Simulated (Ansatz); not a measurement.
ZnCu$_{2}$SnSe$_{4}$ (kesterite type, space group I-4)

```xyz
8
Lattice="-2.8818 2.8818 5.7630 2.8818 -2.8818 5.7630 2.8818 2.8818 -5.7630" Properties=species:S:1:pos:R:3 pbc="T T T"
Cu     0.0000     0.0000     0.0000
Cu     0.0000     2.8818     2.8815
Zn     2.8818     0.0000     2.8815
Sn     0.0000     0.0000     5.7630
Se     1.4966     1.5502     4.2620
Se     1.3852     1.3316    -1.5010
Se     1.5502    -1.4966     7.2639
Se     1.3316     4.3785     1.5010
```

The slice is a (1 0 -1) plane (indices of the conventional cell) through the point (0.639, 0.629, 0.529) (fractional), spanned by u = [101] and v = [121] in vectors of this cell: u (5.76 Å) and v (12.89 Å, at 90° to u). It covers one period; positions are fractions (u, v).

These are PBE (plane waves to 420 eV, PAW, scalar-relativistic; Ansatz, a first-principles code) values and carry that method's errors. k mesh 8×8×8. Near the nuclei the fields are pseudised (PAW); where an atom keeps semicore shells as valence, they peak there. At this level the bands of ZnCu2SnSe4 touch or barely overlap. ZnCu2SnSe4 is run without spin polarisation. ZnCu2SnSe4 was relaxed with its symmetry unable to fall.

Q: Predict the map of the electron localisation function (ELF) on the slice.

A: 
```
|%@%:    -%@|
|@#:...  .+%|
|-.::.==.  :|
|..:.:%#=   |
|::..+%%+. .|
|*-..=#*-.:+|
|#+. .::...+|
|+-    .:-.:|
|:.  .-:.:::|
|   :*%@-...|
|  .*%%@@+. |
|  :#@xx@#. |
|  .*@%%@+. |
|.  :#@@=...|
|+-  .-:.:.-|
|%*:   .::.*|
|%#: .::..:%|
|#+::-*+:.:*|
|::..-#*-  :|
|..::.++:   |
|-.::.:.   :|
|@#:...  .=%|
|#@%:    -#%|
|x#@-    =%*|
```
Scale: ten equal steps from 0.01 (start of ' ') to 0.82 (end of '@'), in the order ' .:-=+*#%@'. Values: electron localisation function (ELF). The map has 11 points along u (one character each, u = 0 at the left) and 24 along v (v = 0 in the bottom row). Points within 0.5 Å of a nucleus are blanked (x), as the pseudised field means little there.
